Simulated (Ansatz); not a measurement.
I (molecular I2 type), relaxed with PBE+D3(BJ) (Ansatz, an electronic-structure program, plane waves, PAW): a = 7.3448 Å, b = 4.4875 Å, c = 9.6418 Å, α = β = γ = 90.00°.

| Quantity | Result |
|---|---|
| gap (eV) | 0.83 |

Problem. The same phase is relaxed and computed with r²SCAN+D4 in the same code. What are the cell and these values now?

Solution. a = 7.511 Å, b = 4.589 Å, c = 9.791 Å, α = 90.00°, β = 90.00°, γ = 90.00°.

- gap (eV) = 1.20

All cells were relaxed under the symmetry of their starts (and spin orders); stability against distortions was not tested throughout. Scalar-relativistic: spin–orbit coupling is off unless named, which matters more the heavier the elements.

Potentials: the later of the program's two PAW sets.

Ansatz is a plane-wave DFT program.
